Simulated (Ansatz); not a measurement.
Ge2Mo:
```xyz
12
Lattice="6.2762 0.0000 0.0000 0.0000 3.4115 0.0000 0.0000 0.0000 8.4929" Properties=species:S:1:pos:R:3 pbc="T T T"
Ge     5.4248     0.8529     0.3475
Ge     3.9895     2.5586     4.5939
Ge     2.2867     0.8529     3.8990
Ge     0.8514     2.5586     8.1454
Mo     1.5669     0.8529     1.4549
Mo     1.5712     2.5586     5.7013
Mo     4.7050     0.8529     2.7916
Mo     4.7093     2.5586     7.0380
Ge     5.8862     0.8529     5.3716
Ge     3.5281     2.5586     1.1251
Ge     2.7481     0.8529     7.3678
Ge     0.3900     2.5586     3.1213
```

Relaxed with LDA. Special points in fractions of this cell's reciprocal vectors: Γ (0.000, 0.000, 0.000); X (0.500, 0.000, 0.000); S (0.500, 0.500, 0.000); Y (0.000, 0.500, 0.000); Z (0.000, 0.000, 0.500); U (0.500, 0.000, 0.500); R (0.500, 0.500, 0.500); T (0.000, 0.500, 0.500).

Task: List the band energies nearest the Fermi level at these points for LDA in the plane-wave PAW code Ansatz.

Result: In eV from the Fermi level; about four levels below and three above (degenerate sets whole), none deeper than 8.9 eV; points with the same levels are listed once.

```json
[
 {"k": "Γ", "below": "-0.58 -0.43 -0.30 -0.06", "above": "0.30 0.79 1.27"},
 {"k": "X", "below": "-0.67 -0.67 -0.26 -0.26", "above": "0.71 0.71 1.66 1.66"},
 {"k": "S", "below": "-1.50 -1.50 -1.50 -1.50", "above": "1.39 1.39 1.39 1.39"},
 {"k": "Y", "below": "-1.57 -1.57 -1.18 -1.18", "above": "1.25 1.25 1.28 1.28"},
 {"k": "Z", "below": "-1.21 -1.21 -0.91 -0.91", "above": "0.12 0.12 0.55 0.55"},
 {"k": "U", "below": "-0.60 -0.60 -0.37 -0.37", "above": "1.08 1.08 1.28 1.28"},
 {"k": "R", "below": "-1.22 -1.22 -1.22 -1.22", "above": "1.61 1.61 1.61 1.61"},
 {"k": "T", "below": "-1.23 -1.23 -1.04 -1.04", "above": "1.07 1.07 1.57 1.57"}
]
```

Space group Pnma. The workflow started from an entry of the Crystallography Open Database (COD). Whether it is the stable phase at ambient conditions was not checked. The cell was relaxed with LDA under the symmetry of its start; its stability against distortions is not shown here. The run is not spin-polarised. Scalar-relativistic: spin–orbit coupling is off unless named, which matters more the heavier the elements.

Potentials: the later of the program's two PAW sets.
